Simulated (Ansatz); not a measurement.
All numbers below come from Ansatz, DFT PBE, scalar-relativistic, plane waves, PAW. All cells share a 420 eV cutoff and Γ-centred k meshes spaced at most about 0.3 Å⁻¹ (about 0.25 or finer for metals, 2π included). Collinear spin in cells that started with moments and kept them past the coarse steps, no spin elsewhere.

All energies are static (0 K, no zero-point motion).

Two forms of HfTiSe were relaxed alike.

A. (no spin)

```yaml
crystal:
  lattice:
    - [3.91964, 0.00000, 0.00000]
    - [0.00000, 3.91964, 0.00000]
    - [0.00000, 0.00000, 7.18596]
  atoms:
    - { symbol: Hf, position: [0.00000, 0.00000, 0.00000] }
    - { symbol: Hf, position: [0.50000, 0.50000, 0.00000] }
    - { symbol: Ti, position: [0.00000, 0.50000, 0.35435] }
    - { symbol: Ti, position: [0.50000, 0.00000, 0.64565] }
    - { symbol: Se, position: [0.00000, 0.50000, 0.71064] }
    - { symbol: Se, position: [0.50000, 0.00000, 0.28936] }
```

B. (site moments Hf 0.1; Ti 0.8 μB)

```yaml
crystal:
  lattice:
    - [4.60232, 0.00000, 0.00000]
    - [-2.30116, 3.98573, 0.00000]
    - [0.00000, 0.00000, 3.25982]
  atoms:
    - { symbol: Hf, position: [0.66667, 0.33333, 0.00000] }
    - { symbol: Ti, position: [0.00000, 0.00000, 0.50000] }
    - { symbol: Se, position: [0.33333, 0.66667, 0.00000] }
```

Question: Which form is favoured at zero pressure, and by what margin per atom?

Answer: A is lower, by 0.39 eV/atom. A has space group P4/nmm (No. 129), 18.4 Å³/atom and no gap on its mesh; B has space group P-6m2 (No. 187), 19.9 Å³/atom and no gap. Counting Se atoms around Hf and Ti (those within 1.25 times the shortest such distance or 1.15 times the sum of covalent radii, 1.27 where that leaves under three; a plus sign parts nearer from farther groups), A has Hf 4, Ti 1+4 and B has Hf 3, Ti 6. Their magnetic states differ too. The denser one is the lower, and pressure would at first widen the difference. Both come from invented guesses.

These runs have no spin–orbit coupling, which can matter for Hf. Another magnetic order may lie lower. Cells relaxed within their symmetry can be saddle points.
